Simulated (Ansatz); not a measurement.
**Zone-centre phonons of PbC at 6.2 GPa: input and output**

Computed with Ansatz 0.2.0, DFT PBE, scalar-relativistic, plane waves, PAW.

Launched with:
```bash
ansatz run input.yaml --threads 1 --pin off --max-ram 1228MiB --backend cpu --events-out ev --progress --plain --runs-dir out
```

Input (bare energies are in eV):
```yaml
crystal:
  lattice:
    - [3.2004, 0.0, 0.0]
    - [0.0, 3.2004, 0.0]
    - [0.0, 0.0, 3.2004]
  atoms:
    - { symbol: C, position: [0.0, 0.0, 0.0] }
    - { symbol: Pb, position: [0.5, 0.5, 0.5] }
basis:
  ecutwfc: 420
kpoints:
  mp_grid: { grid: [14, 14, 14] }
hamiltonian:
  xc: pbe
scf:
  occupations: { method: fermi_dirac, width: 0.15 }
output:
  eigenvalues: true
phonons:
  method: dfpt
  eigenvectors: true
```

Results section of the output:
```
--- Phonons (Γ-DFPT): 2 representative perturbations + reference, on 288 of 2744 k-points (Σ response iterations 7) ---
  k mesh reduced under 8 symmetry operations, with k and −k counted as one. Each operation leaves every solved perturbation unchanged. A smaller set is not used because it would not reduce the number of displacements ...
  ASR residual: 4.192e-4 → 0.000e0 eV/Å²; symmetrization residual: 4.349e-6 eV/Å²
  ASR residual per site (eV/Å²): 4.19e-4 5.54e-5
  Γ frequencies (cm⁻¹): -33.23 -33.23 -33.23 0.00 0.00 0.00
  non-analytic LO–TO correction: not included (Born effective charges unavailable; polar crystals: no LO–TO splitting at Γ)
```

Its imaginary modes show that this cell, the ideal cubic caesium chloride prototype, isn't a minimum of the energy. In a metal, frequencies and elastic constants depend on the k mesh and the smearing, soft modes and shear constants most. Spin–orbit coupling is left out, which can shift energies with elements as heavy as these.

Negative frequencies stand for imaginary ones: the cell is unstable against these modes.